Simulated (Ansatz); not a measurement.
Li₃LaBi₂ in space group P-3m1 (No. 164; Li on 2d, Li on 1b, La on 1a, Bi on 2d), the program Ansatz at the r²SCAN level (PAW), all energies at zero smearing, with the estimated change up to a 700 eV cutoff added, with one set of potentials and settings (totals compare only within such a set). Cell of 6 atoms (3 Li, 1 La, 2 Bi): -31707.512 eV.

| element | reference phase | E (eV/atom) |
|---|---|---|
| Li | Fm-3m, 1 atoms in the cell | -205.1371 |
| La | P6_3/mmc, 4 atoms in the cell | -6264.6784 |
| Bi | R-3m, 2 atoms in the cell | -12411.0586 |

Formation energy per atom, worked out: (-31707.512 − 3×(-205.1371) − 1×(-6264.6784) − 2×(-12411.0586))/6 = -0.884 eV/atom (-85 kJ per mol of atoms), at 0 K, without zero-point energy or fitted corrections.

The first step of the workflow began from a Materials Project structure, measured or hypothetical; the Crystallography Open Database files this formula in space group No. 164, but the cells were not matched. Whether it is the stable phase at ambient conditions was not checked. The cell was relaxed with r²SCAN under the symmetry of its start; its stability against distortions is not shown here. The references are the lowest solids computed at this level, not always the standard phases. Spin–orbit coupling is left out wherever it is not named.

Potentials: the later of the program's two PAW sets.
